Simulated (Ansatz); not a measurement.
SnSe₂ in the CdI2 structure: an Ansatz output whose functional has been blanked. The cell was relaxed with r2SCAN+rVV10 and then strained (isotropic +1.0 % on every length), with the atoms relaxed again with r2SCAN+rVV10; k points keep the names of the unstrained zone.

```
Sn Se
1.0
     3.86340    0.00000    0.00000
    -1.93170    3.34580    0.00000
     0.00000    0.00000    6.28935
Sn Se
1 2
Direct
  0.00000 0.00000 0.00000
  0.33333 0.66667 0.24909
  0.66667 0.33333 0.75091
```

```
Crystal: 3 atoms, lattice volume = 81.297 Å³
Basis set: ecut = 420 eV, 1605 PW (Γ)
Bands: 27, of which v1, the nominal top of the filled ones, is band 23 counted from 1 (22 counted from 0)
Symmetry: 12 space group operations
Space group: P-3m1 (ITA 164)
k-points: 24 of 144
[warm-up without exact exchange]
SCF 1 stopped early in 4 iterations: F = -16963.361406 eV  dr2 = 5.45e-6
[exact exchange on]
preconditioner: auto → none  [insulator: Δε(μ)=1.433 eV  ℏωp=16.5 eV]
SCF 2 stopped early in 7 iterations: F = -16970.486727 eV  dr2 = 1.02e-6
hybrid outer 1: dexx = +1.395e-2 eV, tail = 1.60e-4 eV
SCF 3 converged in 5 iterations: F = -16970.486920 eV  dr2 = 2.03e-10
hybrid outer 2: dexx = +1.088e-6 eV, tail = 4.72e-8 eV, Δε = 3.07e-3 eV, ΔF = 1.14e-2 eV/Å
SCF 4 converged in 2 iterations: F = -16970.486920 eV  dr2 = 1.45e-10
hybrid outer 3: dexx = +5.909e-10 eV, tail = 5.67e-10 eV, Δε = 4.20e-5 eV, ΔF = 2.33e-4 eV/Å
hybrid SCF converged: 3 outer / 14 inner (+4 warm-up)
Free energy (F): -16970.486920 eV
Fermi energy:    6.789966 eV
--- Per-component energies (eV) ---
  E_band       = -1014.384219
  E_kinetic    = 421.399589
  E_local      = -6234.210754
  E_nonlocal   = -1224.252162
  E_hartree    = 3181.913262
  E_xc         = -466.183112
  E_vxc        = -232.310988
  E_exx        = -172.889538
  E_paw        = -7918.519379
  E_vpaw       = 236.943911
  E_ewald      = -4555.860528
  E_core_change = -1.883087
--- Forces (eV/Å), atoms counted from 1 ---
  atom   1  Sn      0.00000      0.00000      0.00000
  atom   2  Se      0.00000      0.00000    -0.22969
  atom   3  Se      0.00000      0.00000      0.22969
--- Stress (GPa, compression-positive) ---
       -1.299840       0.000000       0.000000
        0.000000      -1.299840       0.000000
        0.000000       0.000000      -0.402189
  P = ⅓ Tr σ = -1.0006 GPa (-10.006 kbar)
--- Band table (eV; the first three rows and the last of 24) ---
  k-point 0: bands = […, 0.4225, 6.1941, 6.1941, 6.5326, 6.5326, 6.7139, 8.5002, 10.6352, 12.3452, 12.3452]
  k-point 1: bands = […, 0.8233, 5.6307, 6.1412, 6.1412, 6.6117, 6.6117, 9.3211, 10.6202, 12.2128, 12.2128]
  k-point 2: bands = […, 1.3266, 4.7412, 6.1020, 6.1020, 6.6777, 6.6777, 9.8884, 10.5567, 12.0874, 12.0874]
  k-point 23: bands = […, -0.8563, 2.5509, 2.5509, 3.0637, 6.4238, 6.4238, 9.9517, 12.3709, 12.3709, 13.9483]
```

The file bands.tsv (bands near the Fermi energy, numbered from 0, rounded):
```tsv
# k_distance	band_18	band_19	band_20	band_21	band_22	band_23	band_24	band_25	band_26
# fermi_ev = 6.789966
# [0, 0, 0] at k_distance = 0.000000
# [0.5, 0, 0] at k_distance = 0.938965
# [0.3333333333, 0.3333333333, 0] at k_distance = 1.481077
# [0, 0, 0.5] at k_distance = 2.674832
# [0.5, 0, 0.5] at k_distance = 3.613797
# [0.3333333333, 0.3333333333, 0.5] at k_distance = 4.155909
# [-0.088542, 0.177083, 0] at k_distance = 5.249409
# [0, 0.460938, 0.338542] at k_distance = 5.966919
# levels_relative_to = fermi_ev
0.000	-0.596	-0.596	-0.257	-0.257	-0.076	1.710	3.845	5.555	5.555
0.939	-4.553	-2.944	-2.610	-1.104	-0.226	1.774	4.660	6.352	6.388
1.481	-3.736	-3.736	-3.374	-1.466	-1.466	2.094	7.439	7.439	8.144
2.675	-2.049	-0.688	-0.688	-0.112	-0.112	3.098	3.767	5.297	5.297
3.614	-4.990	-2.444	-2.048	-0.774	-0.593	1.450	5.114	5.736	6.751
4.156	-4.239	-4.239	-3.726	-0.366	-0.366	3.162	5.581	5.581	7.158
5.249	-2.275	-1.901	-0.631	-0.414	0.034	2.929	4.938	5.072	6.068
5.967	-4.810	-2.466	-2.271	-0.819	-0.504	1.366	5.092	6.332	6.841
```
In order the rows are Γ, M, K, A, L, H, Γ–K (0.27), (0, 0.461, 0.339).

Q: Which level of theory was used?
A. HSE06
B. r2SCAN0
C. Hartree-Fock
D. LDA

A: A. HSE06. The exchange loop and the term E_exx show exact exchange. With HSE06 the valence top lies at Γ–K (0.27 of the way from Γ) and the conduction bottom at k = (0, 0.461, 0.339), 1.33 eV higher; the smallest vertical gap, at Γ, is 1.79 eV. Among hybrids the size of the gap and of E_exx follows the share and range of exact exchange. The stress of a hybrid is loosely converged here. Within one family of functionals the choice rests on the size of the gap and stress, not on a line of the log.

Wall time 44 s on 1 × NVIDIA H100 80GB HBM3 with 2 threads of AMD EPYC 7R13 Processor (Zen 3), on a shared host; peak host memory 2.9 GiB.

The values are computed, spin-unpolarised, and not measurements.

Spin-orbit coupling is left out, which matters wherever the heavy atoms make up the band edges.

The meshes of the hybrids are coarse, so their gaps aren't converged to the digits shown.
